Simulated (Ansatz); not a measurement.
Relaxed-ion elastic tensor of MnN (zinc blende, F-43m) in GPa (Voigt order), plane-wave PAW LDA (Ansatz code); density 6.33 g/cm³, 9.05 Å³ per atom.

```csv
,1,2,3,4,5,6
1,368,290,290,0.0,0.0,0.0
2,290,368,290,0.0,0.0,0.0
3,290,290,368,0.0,0.0,0.0
4,0.0,0.0,0.0,-1.2,0.0,0.0
5,0.0,0.0,0.0,0.0,-1.2,0.0
6,0.0,0.0,0.0,0.0,0.0,-1.2
```

### Question
Is the crystal mechanically stable?

### Answer
On the edge, within the error: the smallest eigenvalue of C is -1.2 GPa.

The first step of the workflow began from a Materials Project structure, measured or hypothetical; the Crystallography Open Database copy checked does not list it. Whether it is the stable phase at ambient conditions was not checked. The cell was relaxed with LDA under the symmetry of its start; whether a distortion lowers the energy is not shown. No spin polarisation was allowed. As this level gives no gap, shear constants depend on the k-mesh and smearing (Fermi–Dirac, 0.1 eV here). On the denser mesh and wider smearing of the elastic run this cell carries a stress of 0.5 GPa.

Potentials: the later of the program's two PAW sets.
